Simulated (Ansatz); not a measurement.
**What settings do to one calculation: (110) superlattice of 4 and 2 atomic planes of zincblende GaP and AlP, in-plane a of GaP, 12 atoms**

Ansatz (PAW, plane waves), atoms fixed. The base input:

```yaml
crystal:
  lattice:
    - [2.719244, -2.719244, 0.000000]
    - [0.000000, 0.000000, 5.438488]
    - [-8.185305, -8.185305, 0.000000]
  atoms:
    - { symbol: Al, position: [0.051466, 0.965751, 0.673319] }
    - { symbol: Al, position: [0.514510, 0.463740, 0.852013] }
    - { symbol: Ga, position: [0.999620, 0.972172, 0.001733] }
    - { symbol: Ga, position: [0.991346, 0.012715, 0.328745] }
    - { symbol: Ga, position: [0.490646, 0.550267, 0.504513] }
    - { symbol: Ga, position: [0.474489, 0.510631, 0.185386] }
    - { symbol: P, position: [0.014925, 0.245540, 0.494606] }
    - { symbol: P, position: [0.016392, 0.242006, 0.834681] }
    - { symbol: P, position: [0.004990, 0.255963, 0.164516] }
    - { symbol: P, position: [0.512704, 0.736856, 0.343498] }
    - { symbol: P, position: [0.470154, 0.751058, 0.678267] }
    - { symbol: P, position: [0.498496, 0.737545, 0.987648] }
kpoints:
  mp_grid: { grid: [4, 3, 1] }
hamiltonian:
  xc: pbesol
scf:
  occupations: { method: fermi_dirac, width: 0.01 }
output:
  forces: true
  eigenvalues: true
  stress: true
  populations: true
```

Command:

```sh
ansatz run in.yaml --threads 7 --pin off --max-ram 13300MiB --runs-dir r --events-out ev --progress --plain
```

It converged in 8 iterations and 2 s of wall time on 7 threads of a Neoverse-V2 processor, on a host shared with other runs; peak host memory 0.86 GiB; largest force component 4.51 eV/Å, pressure 3.71 GPa. The cutoff was the default, 420 eV. The base isn't a converged reference: it has few k points, and its atoms are unrelaxed. Each run below changes the keys shown and caps the iterations.

```
run                                                          changed     ending  iterations  free energy less the base (meV per atom)  rms change of forces (eV/Å)  change of pressure (GPa)  wall time (s, shared host)
  1                             occupations tetrahedron, max_iter 70  converged           8                                       0.0                        0.000                      0.00                     1.6 CPU
  2                               accuracy high, xc pbe, max_iter 70  converged          11                                other zero                        0.074                      2.66                       2 CPU
  3                        xc_grid 2 (2 is the default), max_iter 50  converged           8                                       0.0                        0.000                      0.00                     1.5 CPU
  4                                    mixing beta 0.03, max_iter 70  converged          11                                       0.0                        0.000                      0.00                     1.8 CPU
  5                    accuracy high, occupations fixed, max_iter 70  converged          11                                       0.0                        0.000                      0.00                     2.1 CPU
  6                                             xc pbe0, max_iter 80  converged          20                                other zero                        0.191                      0.83                      45 CPU
  7                               width 2.0 eV, xc pbe0, max_iter 80  converged          32                                other zero                        0.677                     12.02                      84 CPU
  8     xc_grid 2 (2 is the default), mixing beta 0.01, max_iter 100  converged          11                                       0.0                        0.000                      0.00                     1.8 CPU
  9                                    mixing beta 0.01, max_iter 70  converged          11                                       0.0                        0.000                      0.00                     1.7 CPU
 10  mixing algorithm anderson, initial_magnetization 4, max_iter 60  converged          17                                       0.0                        0.000                      0.00                     5.1 CPU
```

«Other zero»: another functional, charge or dispersion term moves the zero of energy, so the difference says nothing of accuracy.

Runs with exact exchange count the iterations of all their loops.

**Question.** Which changes leave the result alone, and which of the same physical model moves the forces most?

**Answer.** The forces move by under 0.002 eV/Å in runs 1, 3, 4, 5, 8, 9, 10. Among the runs with the same functional, charge and dispersion term, none moves them by over 0.01 eV/Å.
